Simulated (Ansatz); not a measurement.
input.yaml (Ansatz)

```yaml
crystal:
  lattice:
    - [1.8500983522, 0.0, 0.0]
    - [0.0, 1.8500983522, 0.0]
    - [0.0, 0.0, 1.8500983522]
  atoms:
    - { symbol: C, position: [0.0, 0.0, 0.0] }
hamiltonian:
  xc: blyp
  pseudopotentials:
    kind: paw
    azcp:
      C: "pseudopotentials/C.paw.azcp"
basis:
  ecutwfc: 420
  fft_grid_basis: typed
kpoints:
  mp_grid: { grid: [19, 19, 19], shift: [0, 0, 0] }
magnetization:
  spin_polarized: false
scf:
  occupations: { method: fermi_dirac, width: 0.1 }
  lower_state_search: "off"
output:
  stress: true
```

Terminal output

```
Engine: ansatz 0.2.0, x86_64-unknown-linux-gnu
Pseudopotentials: kind: paw
Pseudopotential: C, paw, valence charge 4, recommended cutoff 420 eV (normal) 
Functional definition: BLYP
  parameter beta = 0.0042
  parameter a = 0.04918
  parameter b = 0.132
  parameter c = 0.2533
  parameter d = 0.349
  exchange = b88_x(beta = beta)
  correlation = lyp_c(a = a, b = b, c = c, d = d)
Crystal: 1 atoms, lattice volume = 6.333 Å³
Basis set: ecut = 420 eV, 123 PW (Γ), exchange–correlation on 30×30×30 points (8 copies of the dense FFT grid, shifted against one another)
Bands: 6, of which v1, the nominal top of the filled ones, is band 2 counted from 1 (1 counted from 0)
Symmetry: 48 space group operations
Space group: Pm-3m (ITA 221), of the structure as read, at distance tolerance 1.9e-5 Å
k-points: 220 of 6859
Non-local potential: C, projectors of the file, l = 0: 2, l = 1: 2, l = 2: 1
PAW form: soft (Blöchl's): semilocal exchange-correlation on the pseudo side does not see the compensation charge
PAW frozen core: C, regenerated for the run's functional, and the local potential with it (the file was generated under x = pbe(κ = 0.804, μ = 0.2195149727645171), c = pbe(β = 0.06672455060314922))
PAW one-centre angular grid: C, 110 points (default); XC on 64 Gauss nodes
Initial density: superposition of atomic densities (neutral atoms: chi_scale 0, normalization atom), corrected by the library's trained network
Initial wavefunctions: pseudopotential atomic-orbital guess
Functional: x = b88, c = lyp
SCF iter   1: F=—  HF=-248.709498 eV  |F-HF|=—  |Δ(HF+E_count)|=         —  Δρ=2.23e-2  dr2=1.91e-2  ethr=1.77e-3  ⟨swp⟩=5.0  Hψ=10416  notcnv=0
SCF iter   2: F=—  HF=-248.702759 eV  |F-HF|=—  |Δ(HF+E_count)|=   6.74e-3  Δρ=8.19e-3  dr2=2.52e-3  ethr=4.77e-4  ⟨swp⟩=2.0  Hψ=3511  notcnv=0  defer=4
SCF iter   3: F=—  HF=-248.701880 eV  |F-HF|=—  |Δ(HF+E_count)|=   8.79e-4  Δρ=4.47e-4  dr2=2.75e-6  ethr=6.30e-5  ⟨swp⟩=2.1  Hψ=1714  notcnv=0  defer=4
SCF iter   4: F=—  HF=-248.701887 eV  |F-HF|=—  |Δ(HF+E_count)|=   6.87e-6  Δρ=4.54e-5  dr2=4.72e-8  ethr=6.88e-8  ⟨swp⟩=2.0  Hψ=1742  notcnv=0  defer=4
iter 5 did not close the SCF: its close was put off for the readings that it lacked (scf_convergence_deferred on its scf_iter line)
SCF iter   5: F=-248.701887 eV  HF=-248.701887 eV  |F-HF|=4.71e-11  |Δ(HF+E_count)|=   3.21e-8  Δρ=1.27e-6  dr2=5.68e-11  ethr=1.18e-9  ⟨swp⟩=2.0  Hψ=1735  notcnv=0  defer=4
SCF iter   6: F=-248.701887 eV  HF=-248.701887 eV  |F-HF|=1.71e-13  |Δ(HF+E_count)|=  5.58e-11  Δρ=9.83e-8  dr2=3.93e-13  ethr=1.42e-12  ⟨swp⟩=1.0  Hψ=3730  notcnv=0
SCF 1 converged in 6 iterations: F = -248.701887 eV  dr2 = 3.93e-13
SCF converged after 6 iterations
Free energy (F): -248.701887 eV
Harris-Foulkes:  -248.701887 eV  (|F-HF|=1.71e-13)
Internal energy: -248.692834 eV  (E = F + TS)
E sigma→0 (E₀):  -248.697361 eV
Entropy (-TS):   -0.009053 eV (-9.053 meV/atom)
Fermi energy:    12.372120 eV
--- Per-component energies (eV) ---
  E_band       = 18.705553
  E_kinetic    = 84.373822
  E_local      = -45.530053  (includes V_loc(G=0)·N_el)
  E_nonlocal   = 27.722782
  E_hartree    = 7.192625
  E_xc         = -45.782423
  E_vxc        = -56.545751  (∫ρ·V_xc dr)
  E_paw        = -100.005707  (= ΣΔE_a)
  E_vpaw       = -5.700498  (= ΣTr[D̂ρ^β])
  E_aug_tail   = 0.000004  (compensation charges beyond the density's cutoff)
  E_ewald      = -176.665539
  E_core_change = 0.001654  (= ΣΔE_core)
  E_smearing   = -0.009053  (= −TS)
  E_closure    = 0.000000  (closes the sum)
  Σ components = -248.701887   (vs F -248.701887, Δ=0.00e0)
--- Stress (GPa, compression-positive) ---
      -18.260702       0.000000       0.000000
       -0.000000     -18.260702       0.000000
        0.000000      -0.000000     -18.260702
  P = ⅓ Tr σ = -18.2607 GPa (-182.607 kbar)
```
